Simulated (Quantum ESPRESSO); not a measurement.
Band energies of Li$_{2}$O

```
Li2O
1.0
    0.00000     2.28827     2.28827
    2.28827     0.00000     2.28827
    2.28827     2.28827     0.00000
Li O
2 1
Direct
  0.75000   0.75000   0.75000
  0.25000   0.25000   0.25000
  0.00000   0.00000   0.00000
```

PBEsol (pw.x of Quantum ESPRESSO, ONCV potentials, scalar-relativistic); path ΓXWKΓLUWLK,UX; energies in eV from the valence-band maximum.

```
k (1/Å)  point  band 2  band 3  band 4  band 5  band 6  band 7  band 8  band 9
-------  -----  ------  ------  ------  ------  ------  ------  ------  ------
0.00         Γ  -41.85  -15.34    0.00    0.00    0.00    5.38   12.01   12.01
0.32            -41.86  -15.31   -0.35   -0.21   -0.21    5.80   12.15   12.15
0.63            -41.90  -15.22   -0.99   -0.69   -0.69    6.18   12.59   12.59
1.06            -41.94  -15.11   -1.53   -1.28   -1.28    5.33   13.41   13.41
1.37         X  -41.96  -15.08   -1.62   -1.44   -1.44    4.90   13.70   13.70
1.83            -41.99  -15.07   -1.81   -1.58   -1.49    6.41   11.48   14.02
2.06         W  -42.02  -15.06   -1.91   -1.53   -1.53    7.15   10.56   14.33
2.18            -42.01  -15.06   -1.96   -1.54   -1.45    7.05   10.72   14.17
2.54         K  -41.99  -15.07   -2.10   -1.55   -1.13    6.53   11.79   13.44
2.65            -42.01  -15.07   -2.24   -1.50   -1.01    7.06   11.24   13.38
2.96            -41.98  -15.11   -2.31   -1.24   -0.58    7.98   10.37   13.46
3.38            -41.90  -15.23   -1.48   -0.66   -0.16    6.80   11.56   12.65
3.69            -41.86  -15.31   -0.51   -0.20   -0.03    5.83   12.05   12.17
4.00         Γ  -41.85  -15.34    0.00    0.00    0.00    5.38   12.01   12.01
4.10            -41.85  -15.34   -0.06   -0.01   -0.01    5.43   12.02   12.04
4.40            -41.87  -15.29   -0.87   -0.13   -0.13    6.08   12.03   12.36
4.79            -41.93  -15.18   -2.26   -0.36   -0.36    7.65   11.39   12.39
5.09            -42.00  -15.12   -2.82   -0.46   -0.46    9.02   10.26   12.15
5.19         L  -42.02  -15.12   -2.86   -0.46   -0.46    9.27   10.02   12.12
5.51            -42.02  -15.10   -2.73   -0.76   -0.62    8.50   10.33   12.52
5.82            -42.01  -15.08   -2.36   -1.33   -0.95    7.25   11.12   13.22
6.03         U  -41.99  -15.07   -2.10   -1.55   -1.13    6.53   11.79   13.44
6.27            -42.00  -15.07   -2.03   -1.55   -1.30    6.82   11.11   13.91
6.52         W  -42.02  -15.06   -1.91   -1.53   -1.53    7.15   10.56   14.33
6.61            -42.02  -15.06   -1.99   -1.51   -1.46    7.19   10.56   14.28
7.00            -42.02  -15.09   -2.55   -1.04   -0.84    7.96   10.43   13.19
7.29            -42.02  -15.11   -2.81   -0.58   -0.53    8.93   10.14   12.30
7.49         L  -42.02  -15.12   -2.86   -0.46   -0.46    9.27   10.02   12.12
7.66            -42.02  -15.11   -2.82   -0.55   -0.51    9.00   10.12   12.25
7.91            -42.02  -15.10   -2.62   -0.94   -0.73    8.08   10.54   12.77
8.24            -42.00  -15.07   -2.19   -1.49   -1.07    6.79   11.52   13.39
8.33         K  -41.99  -15.07   -2.10   -1.55   -1.13    6.53   11.79   13.44
8.33         U  -41.99  -15.07   -2.10   -1.55   -1.13    6.53   11.79   13.44
8.42            -41.98  -15.07   -1.93   -1.58   -1.24    6.03   12.32   13.52
8.81         X  -41.96  -15.08   -1.62   -1.44   -1.44    4.90   13.70   13.70
```

The PBEsol gap is indirect, 4.90 eV, from Γ to X; the smallest direct gap is 5.38 eV.

Geometry relaxed with PBEsol.
